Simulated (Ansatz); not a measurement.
The geometry is COD entry 1539528, unchecked; take it as a test cell.

An input for YS: DFT, LDA, all-electron LAPW, scalar-relativistic (Ansatz 0.2.0).

Command: `ansatz run input.yaml --threads 1 --pin off --max-ram 3072MiB --backend cpu --events-out ev --progress --plain --runs-dir out` The run took 11 s on 1 thread of Arm Neoverse V2, on a shared host, peak memory 0.29 GiB.

```yaml
crystal:
  lattice:
    - [0.0, 2.74365, 2.74365]
    - [2.74365, 0.0, 2.74365]
    - [2.74365, 2.74365, 0.0]
  atoms:
    - { symbol: "Y", position: [0.5, 0.5, 0.5] }
    - { symbol: S, position: [0.0, 0.0, 0.0] }
kpoints:
  mp_grid: { grid: [8, 8, 8] }
  band_path:
    path:
      - [0.0, 0.0, 0.0]
      - [0.5, 0.0, 0.5]
      - [0.625, 0.25, 0.625]
      - [0.375, 0.375, 0.75]
      - [0.0, 0.0, 0.0]
      - [0.5, 0.5, 0.5]
      - [0.5, 0.25, 0.75]
      - [0.5, 0.0, 0.5]
    npoints: 14
scf:
  occupations: { method: fermi_dirac, width: 0.01 }
hamiltonian:
  xc: lda
  pseudopotentials: { kind: all_electron, lapw: { basis_error: 0.00025 } }
output:
  forces: true
  stress: true
  eigenvalues: true
  populations: true
  dos: { projected: true, de: 0.2, e_range: [-14, 8] }
```

Set-up and iterations as logged by Ansatz (the results part is left out, to be predicted):

```
Y: projections on atomic orbitals take those of the free atom 1s2 2s2 2p6 3s2 3p6 3d10 4s2 4p6 4d1 5s2, of charge +0.00 (hamiltonian.pseudopotentials.projection_atoms)
S: projections on atomic orbitals take those of the free atom 1s2 2s2 2p6 3s2 3p4, of charge +0.00 (hamiltonian.pseudopotentials.projection_atoms)
LAPW: plane waves up to 7.624 Å⁻¹, error target 2.5e-4 eV per atom; small_component_spin mean_spin; S in spheres of 1.262 Å, 14 of its electrons in bands, Dirac shells []; Y in spheres of 1.481 Å, 29 of its electrons in bands, Dirac shells []
Engine: ansatz 0.2.0
Pseudopotentials: kind: all_electron
Pseudopotential: Y, LAPW, valence charge 29, Koelling and Harmon's equation, gaussian nucleus
Pseudopotential: S, LAPW, valence charge 14, Koelling and Harmon's equation, gaussian nucleus
Functional definition: SPW92
  exchange = slater_x
  correlation = pw_c
Crystal: 2 atoms, lattice volume = 41.306 Å³
Basis set: ecut = 221.46565416169693 eV, 331 PW (Γ), exchange–correlation at level 2
Bands: 26, of which v1, the nominal top of the filled ones, is band 22 counted from 1 (21 counted from 0)
Symmetry: 48 space group operations
Space group: Fm-3m (ITA 225), of the structure as read, at distance tolerance 3.5e-5 Å
k-points: 29 of 512
Non-local potential: Y, projectors of the file, none
Non-local potential: S, projectors of the file, none
Initial density: superposition of atomic densities (chi_scale 0.1, normalization cell, long waves kept (reshape's long-wave potential 0.00 eV rms))
Initial wavefunctions: plane waves of lowest kinetic energy (no species holds an atomic orbital)
Functional: x = slater, c = lda
iter 1 solved again at ethr=1.39e-3 eV; its pass at ethr=1.00e-1 eV (dr2=5.98e-1 eV) is discarded
SCF iter   1: F=—  HF=-102851.168595 eV  |F-HF|=—  |Δ(HF+E_count)|=         —  Δρ=2.74e-2  dr2=5.98e-1  ethr=1.39e-3  ⟨swp⟩=2.0  Hψ=4773  notcnv=0
SCF iter   2: F=—  HF=-102850.999186 eV  |F-HF|=—  |Δ(HF+E_count)|=   1.69e-1  Δρ=1.54e-2  dr2=1.96e-1  ethr=1.39e-3  ⟨swp⟩=2.0  Hψ=2407  notcnv=0
iter 3 solved again at ethr=4.65e-6 eV; its pass at ethr=4.56e-4 eV (dr2=2.00e-3 eV) is discarded
SCF iter   3: F=—  HF=-102850.957550 eV  |F-HF|=—  |Δ(HF+E_count)|=   4.16e-2  Δρ=2.61e-3  dr2=1.99e-3  ethr=4.65e-6  ⟨swp⟩=2.2  Hψ=3995  notcnv=0
SCF iter   4: F=—  HF=-102850.956068 eV  |F-HF|=—  |Δ(HF+E_count)|=         —  Δρ=1.05e-3  dr2=8.69e-4  ethr=4.62e-6  ⟨swp⟩=2.2  Hψ=2439  notcnv=0
the basis was enlarged: its passes take 100.4 KiB over the memory plan, 1 of 1 planned eigensolver slots
SCF iter   5: F=—  HF=-102850.955764 eV  |F-HF|=—  |Δ(HF+E_count)|=   3.04e-4  Δρ=3.45e-4  dr2=9.76e-5  ethr=2.02e-6  ⟨swp⟩=2.0  Hψ=2309  notcnv=0
SCF iter   6: F=—  HF=-102850.955739 eV  |F-HF|=—  |Δ(HF+E_count)|=   2.45e-5  Δρ=2.88e-5  dr2=6.07e-7  ethr=2.27e-7  ⟨swp⟩=2.0  Hψ=2309  notcnv=0
SCF iter   7: F=-102850.955739 eV  HF=-102850.955739 eV  |F-HF|=1.30e-9  |Δ(HF+E_count)|=   5.26e-8  Δρ=2.28e-6  dr2=2.73e-9  ethr=1.41e-9  ⟨swp⟩=2.2  Hψ=2314  notcnv=0
```

Spin polarisation is left out, and whether a magnetic state lies lower isn't shown here.

(1) What pressure will this run report?

(2) Is there a band gap?

Answers

(1) -3.79 GPa (positive in compression).

(2) none: with an odd electron count and no spin polarisation the bands can't all be full, a metal in this set-up (spin order or a larger cell could open a gap).
